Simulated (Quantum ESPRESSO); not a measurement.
```xyz
12
Lattice="4.5454 0.0000 0.0000 0.0000 5.5196 0.0000 0.0000 0.0000 4.9092" Properties=species:S:1:pos:R:3 pbc="T T T"
O      3.3115     3.4127     0.3994
O      1.2338     2.1069     4.5098
O      3.5065     4.8668     2.8540
O      1.0388     0.6529     2.0552
O      1.0388     4.8668     4.5098
O      3.5065     0.6529     0.3994
O      1.2338     3.4127     2.0552
O      3.3115     2.1069     2.8540
Ti     2.2727     3.7146     3.6819
Ti     2.2727     1.8050     1.2273
Ti     0.0000     4.5648     1.2273
Ti     0.0000     0.9548     3.6819
```

The geometry is that of Materials Project entry mp-1439, symmetrised and not relaxed again.

Question: What does PBEsol (pw.x of Quantum ESPRESSO, ONCV potentials, no spin-orbit coupling) give for the electronic structure near the Fermi level?

Answer: The PBEsol gap is indirect, 2.60 eV, from Γ to Y; the smallest direct gap is 2.67 eV. 

This is not the ordinary phase of the substance; no match was found in the copy of COD used, and its stability was not checked.

Letters of k points follow the standard setting of the lattice, whose axes may be ordered differently from the printed cell.
